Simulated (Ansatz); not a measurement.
TaS2 (CdI2 type)

```xyz
3
Lattice="3.3288 0.0000 0.0000 -1.6644 2.8828 0.0000 0.0000 0.0000 5.7855" Properties=species:S:1:pos:R:3 pbc="T T T"
Ta     0.0000     0.0000     0.0000
S      0.0000     1.9219     1.5448
S      1.6644     0.9609     4.2407
```

Equation-of-state scan: isotropic scaling of the cell above, V₀ being its volume. The atoms relax within the cell's symmetry.

Method: PBE-D3(BJ) (plane waves to 420 eV, PAW, scalar-relativistic; Ansatz, a first-principles code). k mesh 16×16×8 (Γ-centred), Fermi-Dirac smearing 0.05 eV. E stands for the smeared free energy. Spin-orbit coupling is left out, though Ta is heavy. TaS2 is run without spin polarisation. TaS2 was relaxed with its symmetry unable to fall. ΔE is measured from the relaxed starting cell.

Task: What ΔE (meV/atom) does the calculation give at V/V₀ = 0.970, 0.985, 1.015, 1.030, 1.045?

Result: 
```
V/V₀   ΔE (meV/atom)
-----  -------------
0.970              3
0.985              1
1.015              1
1.030              3
1.045              6
```

(Under strain, the slope of the energy per volume gives the stress and its curvature an elastic modulus.)
